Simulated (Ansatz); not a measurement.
# Data sheet: SnSe (DFT)

SnSe:
```
CELL_PARAMETERS angstrom
      0.00000     3.37108     3.37108
      3.37108     0.00000     3.37108
      3.37108     3.37108     0.00000
ATOMIC_POSITIONS crystal
  Se 0.75000 0.75000 0.75000
  Sn 0.00000 0.00000 0.00000
```

Space group F-43m (No. 216), zinc blende; conventional cell a = b = c = 6.7422 Å, α = β = γ = 90.00°.

Method: DFT-HSE06 in the program Ansatz with PAW potentials. Structure relaxed to zero pressure with the same functional. Other levels are named where they apply.

**Cell and energy**

```yaml
volume_per_atom: 38.31 Å³
density: 4.28 g/cm³
```

**Electronic structure**

```yaml
band_gap: 0.33 eV (indirect)
valence_band_maximum: at W
conduction_band_minimum: at X (3 equivalent valleys)
smallest_direct_gap_on_the_standard_path: 1.05 eV
Gap with spin–orbit coupling: 0.18 eV (at the special points and the edges found without it)
```

**Mechanics**

```yaml
Bulk modulus (Birch–Murnaghan fit): 33.7 GPa
Pressure derivative B′: 3.9
```

**Charges**

```yaml
bader_charges: Se -0.94, Sn +0.94 e
```

The cell is a constructed one: a structure type filled with these elements; neither database checked (COD, Materials Project) lists it. It is not the phase usual at ambient conditions (space group No. 62). The HSE06 relaxation kept the symmetry of its start; whether a distortion lowers the energy is not shown. The hybrid was solved on a coarse mesh, the path and, where they were found, the r²SCAN edge points; its band edges are the extreme levels among these. Scalar-relativistic: spin–orbit coupling is off unless named, which matters more the heavier the elements.

Potentials: the later of the program's two PAW sets.
